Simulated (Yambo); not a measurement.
Bethe-Salpeter results for K₂PdC₂

```
CELL_PARAMETERS angstrom
      5.11818     0.00000     0.00000
     -2.55909     4.43247     0.00000
      0.00000     0.00000     5.25814
ATOMIC_POSITIONS crystal
  C  0.00000 0.00000 0.62020
  C  0.00000 0.00000 0.37980
  K  0.66667 0.33333 0.72020
  K  0.33333 0.66667 0.27980
  Pd 0.00000 0.00000 0.00000
```

The geometry is that of Materials Project entry mp-1068977, symmetrised and not relaxed again.

BSE in Yambo on PBEsol (pw.x of Quantum ESPRESSO, ONCV potentials, without SOC) bands: 6×6×4 mesh, 8 valence and 7 conduction bands, static screening with 66 bands and a 3 Ry block, scissor 1.00 eV, Tamm-Dancoff; field along x.

```
state  energy (eV)  states within 2 meV  relative strength  class    main transitions
-----  -----------  -------------------  -----------------  -----  ------------------
1             1.89                    3               0.40   weak      VB → CB (62 %)
2             1.96                    1             < 0.01   dark    VB−1 → CB (92 %)
3             2.15                    2               0.07   weak  several band pairs
4             2.29                    1             < 0.01   dark      VB → CB (97 %)
5             2.30                    2               0.20   weak  several band pairs
6             2.32                    1             < 0.01   dark    VB−1 → CB (97 %)
7             2.33                    1             < 0.01   dark      VB → CB (96 %)
8             2.33                    2             < 0.01   dark      VB → CB (87 %)
9             2.35                    3             < 0.01   dark    VB−1 → CB (85 %)
10            2.43                    2               0.01   dark  several band pairs
```

These are vertical excitations (zero momentum); the indirect quasiparticle gap, about 2.38 eV, is smaller than the direct one (2.72 eV on the GW mesh). The direct quasiparticle gap on this mesh is 2.40 eV; counted from there, state 1 is bound by 0.51 eV. Convergence with the mesh was not shown.

States at or above the direct gap are the continuum as this mesh samples it, not bound excitons.

Spin singlets only. Strengths are relative to the strongest of the lowest states of this run; strong means a line over 3 % of the spectrum's maximum, dark under 0.03 %. Absolute energies carry the error of the G0W0 scissor, whose convergence isn't established; the long-wavelength screening was taken along (1,1,1) although the crystal is anisotropic.

Spin-orbit splittings are left out.

The structure is a Materials Project entry; no match was found in the copy of COD used, and its stability was not checked.
